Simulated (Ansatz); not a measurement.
AlRu$_{2}$C:
```
AlRu2C
1.0
    2.90453     0.00000     0.00000
   -1.45227     2.51540     0.00000
    0.00000     0.00000    13.35808
Al Ru C
2 4 2
Cartesian
  1.45227   0.83847   3.33952
  0.00000   1.67693  10.01856
  0.00000   1.67693   5.40994
  1.45227   0.83847   7.94814
  1.45227   0.83847  12.08897
  0.00000   1.67693   1.26910
  0.00000   0.00000   6.67904
  0.00000   0.00000   0.00000
```

Relaxed with PBE. Special points in fractions of this cell's reciprocal vectors: Γ (0.000, 0.000, 0.000); M (0.500, 0.000, 0.000); K (0.333, 0.333, 0.000); A (0.000, 0.000, 0.500); L (0.500, 0.000, 0.500); H (0.333, 0.333, 0.500).

Problem. List the band energies nearest the Fermi level at these points for plane-wave PAW PBE with spin–orbit coupling (Ansatz code).

Solution. In eV from the Fermi level; about four levels below and three above (degenerate sets whole), none deeper than 8.9 eV; points with the same levels are listed once.

```csv
k,below,above
Γ,-0.82 -0.82 -0.79 -0.79,1.07 1.07 1.32 1.32
M,-0.78 -0.78 -0.56 -0.56,0.27 0.27 0.29 0.29
K,-0.72 -0.72 -0.13 -0.13,0.01 0.01 0.55 0.55
A,-0.83 -0.83 -0.83 -0.83,1.19 1.19 1.19 1.19
L,-0.89 -0.89 -0.89 -0.89,0.07 0.07 0.07 0.07
H,-0.74 -0.74 0.00 0.00,0.09 0.09 0.73 0.73
```

Space group P6_3/mmc. The start of the workflow was typed in or built on a structure type; neither database checked (COD, Materials Project) lists it. Its standing as an ambient phase is unchecked. The cell was relaxed with PBE under the symmetry of its start; whether a distortion lowers the energy is not shown. The run is not spin-polarised.

Potentials: the later of the program's two PAW sets.
